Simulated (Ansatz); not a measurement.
Method: Ansatz, DFT PBE, scalar-relativistic, plane waves, PAW. Settings: cutoff 420 eV, Γ-centred meshes spaced at most about 0.3 Å⁻¹, and about 0.25 Å⁻¹ or finer for metals (2π included), Gaussian smearing. No spin polarisation in the final relaxations.

All energies are static (0 K, no zero-point motion).

Compare these two cells of BiO5, each relaxed at this level.

A.

```xyz
6
Lattice="3.7208 0.0000 0.0000 -1.8604 3.2223 0.0000 0.0000 0.0000 5.4486" Properties=species:S:1:pos:R:3 pbc="T T T"
Bi    0.0000    0.0000    2.7243
O     1.8604    1.0741    4.1059
O     0.0000    0.0000    0.0000
O     1.8604    1.0741    1.3427
O     0.0000    2.1482    1.3427
O     0.0000    2.1482    4.1059
```

B.

```xyz
6
Lattice="3.8994 0.0000 0.0000 -1.9497 3.3770 0.0000 0.0000 0.0000 5.9477" Properties=species:S:1:pos:R:3 pbc="T T T"
Bi    0.0000    0.0000    0.0000
O     0.0000    2.2513    0.0000
O     1.9497    1.1257    0.0000
O     1.9497    0.0000    2.9739
O     0.9748    1.6885    2.9739
O    -0.9748    1.6885    2.9739
```

Problem. Which form is favoured at zero pressure, and by what margin per atom?

Solution. B is lower, by 270 meV/atom. A has space group P6/mmm (No. 191), 10.9 Å³/atom and no gap on its mesh; B has space group P6/mmm (No. 191), 13.1 Å³/atom and no gap. Counting O atoms around Bi (those within 1.25 times the shortest such distance or 1.15 times the sum of covalent radii; the shortest distance is added where it is long for a bond), A has Bi 14 from 2.6 Å and B has Bi 6. Even the lower one lies +0.88 eV/atom against the reference forms of the elements (uncorrected), so neither is stable at this level. In A, Bi is surrounded by 12 O at 2.55 Å and 2 O at 2.72 Å; around O on a site of symmetry 3m lie 3 O at 2.15 Å, 3 O at 2.53 Å, 3 Bi at 2.55 Å and 2 O at 2.69–2.76 Å; O on a site of symmetry 6/mmm is surrounded by 12 O at 2.53 Å and 2 Bi at 2.72 Å. In B, Bi is surrounded by 6 O at 2.25 Å; around O on a site of symmetry -6m2 lie 3 Bi at 2.25 Å and 3 O at 2.25 Å; around O on a site of symmetry mmm lie 4 O at 1.95 Å (long contacts). Both come from invented guesses. A third cell relaxed alike, in P-6m2, lies 280 meV/atom below the lower of the two.

No dispersion correction is applied, so the spacing and binding between layers, chains or molecules are poorly described (P6/mmm at 13.1 Å³/atom), and this can change margins and order among such cells. Spin–orbit coupling, which can matter for Bi, is left out. In P6/mmm at 10.9 Å³/atom, P6/mmm at 13.1 Å³/atom an odd number of electrons in the primitive cell allows no gap without spin; a larger cell or a magnetic state could open one. A magnetic state wasn't ruled out in cells without spin, among them P6/mmm at 10.9 Å³/atom, P6/mmm at 13.1 Å³/atom. Cells relaxed within their symmetry can be saddle points.
